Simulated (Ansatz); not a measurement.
Total density of states per atom from plane-wave PAW LDA (Ansatz code), in 0.25 eV bins, energy from the valence-band maximum:

```
E (eV)  states/eV/atom
------  --------------
-7.85             0.00
-7.60             0.50
-7.35             0.80
-7.10             0.70
-6.85             0.00
-6.60             0.00
-6.35             0.00
-6.10             0.00
-5.85             0.00
-5.60             0.00
-5.35             0.00
-5.10             0.00
-4.85             0.38
-4.60             0.57
-4.35             0.05
-4.10             0.79
-3.85             0.21
-3.60             0.00
-3.35             0.00
-3.10             0.00
-2.85             0.00
-2.60             0.22
-2.35             0.73
-2.10             0.86
-1.85             0.19
-1.60             0.00
-1.35             0.05
-1.10             0.60
-0.85             0.65
-0.60             0.66
-0.35             0.59
-0.10             0.44
0.15              0.00
0.40              0.00
0.65              0.00
0.90              0.00
1.15              0.00
1.40              0.00
1.65              0.00
1.90              0.00
2.15              0.00
2.40              0.00
2.65              0.00
2.90              0.00
3.15              0.00
3.40              0.00
3.65              0.00
3.90              0.00
4.15              0.01
4.40              0.02
4.65              0.04
4.90              0.06
5.15              0.11
5.40              0.17
5.65              0.29
5.90              0.35
6.15              0.32
6.40              0.24
6.65              0.31
6.90              0.27
7.15              0.40
7.40              0.47
7.65              0.41
7.90              0.37
8.15              0.35
8.40              0.41
8.65              0.34
```

Task: Which of these materials gives this?
A. SbSI, P2_1/m (Pearson symbol mP12)
B. YHSe, P-6m2 (Y on 1a, H on 1c, Se on 1f)
C. AgI, CsCl type
D. NaH4IO2, P-1 (Pearson symbol aP16)

Result: D, NaH4IO2, P-1 (Pearson symbol aP16). Top 1 eV of the valence band: I 5p 87 %, O 2p 9 %. Bottom 1 eV of the conduction band: Na 3s 36 %, H 1s 26 %, O 2s 14 %, I 5s 6 %, outside the projected shells 10 %. Projections are on Löwdin-orthogonalised atomic valence shells; empty p or d shells of many metals are not among them.

The first step of the workflow began from a Materials Project structure, measured or hypothetical; the Crystallography Open Database files this formula in space group No. 2, but the cells were not matched. Its standing as an ambient phase is unchecked. Symmetry was held in the LDA relaxation; of distortions, only those at the zone centre were tested. A crystal of weakly bound layers computed without a dispersion correction: the cell and the soft elastic constants depend strongly on that. Spin–orbit coupling is left out wherever it is not named.

Potentials: the later of the program's two PAW sets.
